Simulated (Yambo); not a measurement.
Yambo run on ZnCl2 (space group P4_2/nmc, No. 137). The wavefunctions are PBEsol (Quantum ESPRESSO, PseudoDojo norm-conserving, 84 Ry, without SOC) ones on a 4×4×1 mesh (34 occupied bands); a = b = 3.679 Å, c = 10.747 Å, α = β = γ = 90.00°.

Yambo input:

```
rim_cut
gw0
dyson
el_el_corr
HF_and_locXC
ppa
em1d
RandQpts= 1000000
RandGvec= 1 Ry
EXXRLvcs= 84 Ry
VXCRLvcs= 336 Ry
Chimod= "HARTREE"
% BndsRnXp
 9 | 221 |
%
NGsBlkXp= 3 Ry
% LongDrXp
 1.0 | 1.0 | 1.0 |
%
PPAPntXp= 27.2114 eV
% GbndRnge
 1 | 221 |
%
GTermKind= "BG"
DysSolver= "n"
ExtendOut
% QPkrange
 1 | 1 | 34 | 35 |
%
```

k points by index: 1 = Γ.

Resulting energies as the program prints them:

```
#    K-point    Band    Eo [eV]    E [eV]    E-Eo [eV]    Vxc [eV]    Vnlxc [eV]    Sc|Eo [eV]    Sc|E [eV]    dSc/dw|Eo [eV]    Re(Z)    Im(Z)
#
    1    34    0.000000    -1.413088    -1.413088    -16.32314    -20.91970    2.868351    3.183474    -6.067695    0.817670    -0.001244
    1    35    3.672423    4.634655    0.962232    -11.32741    -6.937241    -3.254433    -3.427942    -4.906232    0.847240    -0.001034
```
(The two width columns are left out.) Convergence of these settings isn't established.

Geometry relaxed with PBE+D3(BJ).
